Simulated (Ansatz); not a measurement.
**Calculated with Ansatz: Mn₂ZnAs₂, single run**

input.yaml:

```yaml
crystal:
  lattice:
    - [4.125674, 0.0, 0.0]
    - [-2.062837, 3.57294, 0.0]
    - [0.0, 0.0, 6.614767]
  atoms:
    - { symbol: Mn, position: [0.3333, 0.6667, 0.36944] }
    - { symbol: Mn, position: [0.6667, 0.3333, 0.63056] }
    - { symbol: As, position: [0.3333, 0.6667, 0.76793] }
    - { symbol: As, position: [0.6667, 0.3333, 0.23207] }
    - { symbol: Zn, position: [0.0, 0.0, 0.0] }
  symmetry: { tolerance: 0.0003 }
kpoints:
  mp_grid: { grid: [5, 5, 3], shift: [0, 0, 0] }
magnetization:
  spin_polarized: false
scf:
  occupations: { method: tetrahedron_uncorrected }
hamiltonian:
  pseudopotentials: { kind: paw }
  xc: pbe
basis:
  ecutwfc: 420
output:
  forces: true
  stress: true
  eigenvalues: true
  write_density: true
  write_potential: true
  elf: true
  volumetric_format: npy
```

Launch command:

```bash
ansatz run input.yaml --threads 1 --pin off --max-ram 2560MiB --backend cpu --events-out ev --progress --plain --runs-dir out
```

Origin of the cell: a database entry, scaled a little.

Output (shortened):

```
Warning: the atoms were moved onto the symmetric positions of the space group found under crystal.symmetry.tolerance 3.0e-4 (fractional; no operation is sought that the atoms, as they stand i […]
band count auto-derived: 45 (N_el = 72.0; filled up to band 36; 44 by the electrons, moments and atoms)
Pseudopotentials: kind: paw
Pseudopotential: Mn, paw, valence charge 15, recommended cutoff 420 eV (normal), Mn.paw.azcp
Pseudopotential: As, paw, valence charge 15, recommended cutoff 420 eV (normal), As.paw.azcp
Pseudopotential: Zn, paw, valence charge 12, recommended cutoff 420 eV (normal), Zn.paw.azcp
Functional definition: PBE
  exchange = pbe_x(kappa = kappa, mu = beta*pi^2/3)
  correlation = pbe_c(beta = beta)
Crystal: 5 atoms, lattice volume = 97.507 Å³
Basis set: ecut = 420 eV, 1883 PW (Γ), exchange–correlation on 60×60×90 points (8 copies of the dense FFT grid, shifted against one another)
Bands: 45, of which v1, the nominal top of the filled ones, is band 36 counted from 1 (35 counted from 0)
[… 9 lines left out …]
Initial density: superposition of atomic densities (neutral atoms: chi_scale 0, normalization atom), corrected by the library's trained network
Functional: x = pbe(κ = 0.804, μ = 0.219515), c = pbe(β = 0.066725)
SCF iter   1: F=—  HF=-20826.316248 eV  Δρ=5.38e-3  dr2=1.51e-2
SCF iter   2: F=—  HF=-20826.316190 eV  Δρ=3.19e-3  dr2=4.98e-3  defer=31
SCF iter   3: F=—  HF=-20826.317508 eV  Δρ=4.27e-3  dr2=2.27e-2  defer=31  recentre
SCF iter   4: F=—  HF=-20826.315696 eV  Δρ=3.65e-4  dr2=3.73e-4  defer=31
SCF iter   5: F=—  HF=-20826.315659 eV  Δρ=2.42e-4  dr2=1.49e-4  defer=31
SCF iter   6: F=—  HF=-20826.315638 eV  Δρ=1.30e-4  dr2=2.07e-5  defer=31
SCF iter   7: F=—  HF=-20826.315631 eV  Δρ=6.51e-5  dr2=6.67e-6  defer=31
SCF iter   8: F=—  HF=-20826.315631 eV  Δρ=2.16e-5  dr2=5.74e-7  defer=31
SCF iter   9: F=—  HF=-20826.315631 eV  Δρ=1.00e-5  dr2=1.02e-7  defer=31
SCF iter  10: F=-20826.315631 eV  HF=-20826.315631 eV  Δρ=3.15e-6  dr2=1.22e-8
SCF 1 converged in 10 iterations: F = -20826.315631 eV  dr2 = 1.22e-8
SCF converged after 10 iterations
Free energy (F): -20826.315631 eV
Harris-Foulkes:  -20826.315631 eV  (|F-HF|=2.31e-8)
Internal energy: -20826.309453 eV  (E = F + TS)
E sigma→0 (E₀):  -20826.315631 eV
Entropy (-TS):   -0.006177 eV (-1.235 meV/atom)
Fermi energy:    10.091374 eV
--- Per-component energies (eV) ---
  E_band       = -1032.667750
  E_kinetic    = 939.124269
  E_local      = -9618.341622  (includes V_loc(G=0)·N_el)
  E_nonlocal   = -237.379730
  E_hartree    = 4459.096823
  E_xc         = -515.626871
  E_vxc        = -491.776103  (∫ρ·V_xc dr)
  E_paw        = -8104.481809  (= ΣΔE_a)
  E_vpaw       = -542.487745  (= ΣTr[D̂ρ^β])
  E_aug_tail   = -0.000353  (compensation charges beyond the density's cutoff)
  E_ewald      = -7748.700161
  E_smearing   = -0.006177  (= −TS)
  Σ components = -20826.315631   (vs F -20826.315631, Δ=0.00e0)
--- Forces (eV/Å), atoms counted from 1 ---
  atom   1  Mn    -0.000000     0.000000     0.929637
  atom   2  Mn     0.000000    -0.000000    -0.929637
  atom   3  As     0.000000    -0.000000    -2.027623
  atom   4  As    -0.000000     0.000000     2.027623
  atom   5  Zn    -0.000000     0.000000     0.000000
  max |Σ_I F_I| component: 2.31e-18 eV/Å
--- Stress (GPa, compression-positive) ---
      -15.648743      -0.000000       0.000000
       -0.000000     -15.648743      -0.000000
        0.000000       0.000000     -19.013362
  P = ⅓ Tr σ = -16.7703 GPa (-167.703 kbar)
```

Caveats: no spin polarisation, so a magnetic state may lie lower; the k mesh is coarse if the cell is a metal.

Time: 4.3 s of wall time on 1 CPU thread(s) of a shared host, from the program's own first density.
